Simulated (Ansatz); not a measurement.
# BeS2, before and after

The guess for BeS2 was made by a generator: random cell by space group and Wyckoff sites (I4/mmm, No. 139). The dimensions are guesses.

start:

Space group I4/mmm (No. 139). a = 4.496 Å, b = 4.496 Å, c = 5.429 Å, α = 90.00°, β = 90.00°, γ = 90.00°
| atom | site | symmetry | x | y | z |
| --- | --- | --- | --- | --- | --- |
| Be | 2a | 4/mmm | 0.0000 | 0.0000 | 0.0000 |
| S | 4c | mmm. | 0.0000 | 0.5000 | 0.0000 |

All numbers below come from Ansatz 0.2.0, DFT PBE, scalar-relativistic, plane waves, PAW. Cutoff 420 eV, Gaussian smearing, Γ-centred meshes. Cell and atoms relax first on a coarse mesh and then on a finer one. In between, the cell is made exact in the group found at 0.06 Å. In metals the finer mesh still leaves noise of several meV/atom or more. The steps can't lower the symmetry of their start. No spin polarisation.

end:

Space group I4/mmm (No. 139). a = 4.424 Å, b = 4.424 Å, c = 4.991 Å, α = 90.00°, β = 90.00°, γ = 90.00°
| atom | site | symmetry | x | y | z |
| --- | --- | --- | --- | --- | --- |
| Be | 2a | 4/mmm | 0.0000 | 0.0000 | 0.0000 |
| S | 4c | mmm. | 0.0000 | 0.5000 | 0.0000 |

The symmetry stays I4/mmm (No. 139). The volume per atom shrinks by 11.0 %, from 18.3 to 16.3 Å³. The shortest distance goes from 2.25 Å (Be–S) to 2.21 Å (Be–S).

```json
{"Volume per atom": "16.28 Å³", "Density": "2.49 g/cm³", "Energy over the elements": "+0.19 eV/atom", "Gap on the 14×14×14 mesh of the 3-atom cell": "0 eV (a metal)"}
```

Energies over the elements count from the elements' standard structures at the same level, with no fitted energy shifts. The separate elements lie lower, so it is unstable against them.

The last run used Gaussian smearing of 0.10 eV. The reference form of S is held partly by dispersion forces, which this level lacks. Symmetry constrained the relaxation, so the result can be a saddle point. In all, the 3 runs took 50 s on 1 thread of Arm Neoverse V1 (shared host). Another cell of BeS2 relaxed alike, in P-3m1, lies 196 meV/atom lower, so this cell isn't the stable form at this level.
